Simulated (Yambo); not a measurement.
```
CELL_PARAMETERS angstrom
      2.85141     1.64626     4.65336
     -2.85141     1.64626     4.65336
      0.00000    -3.29252     4.65336
ATOMIC_POSITIONS crystal
  F  0.72658 0.25000 0.77342
  F  0.27342 0.75000 0.22658
  F  0.77342 0.72658 0.25000
  F  0.22658 0.27342 0.75000
  F  0.25000 0.77342 0.72658
  F  0.75000 0.22658 0.27342
  Sc 0.50000 0.50000 0.50000
  Sc 0.00000 0.00000 0.00000
```

The geometry is that of Materials Project entry mp-1078300, symmetrised and not relaxed again.

Q: Where are the main features of Im ε from RPA with local fields on LDA bands shifted by a G0W0 scissor of 5.22 eV (Yambo; 4×4×4 mesh, 107 bands, 3 Ry local-field block, 0.2 eV broadening; field along x)?

A: Peaks at 12.6 eV (3.5), 14.2 eV (2.0), 15.2 eV (3.3), 16.6 eV (1.5), 18.1 eV (0.8), heights in brackets. Peak heights and small wiggles depend on the k mesh. Convergence of the RPA response with its 4×4×4 mesh was not tested. The scissor comes from a G0W0 run whose convergence isn't established. No excitonic effects at this level. 

The structure is a Materials Project entry; no match was found in the copy of COD used, and its stability was not checked.
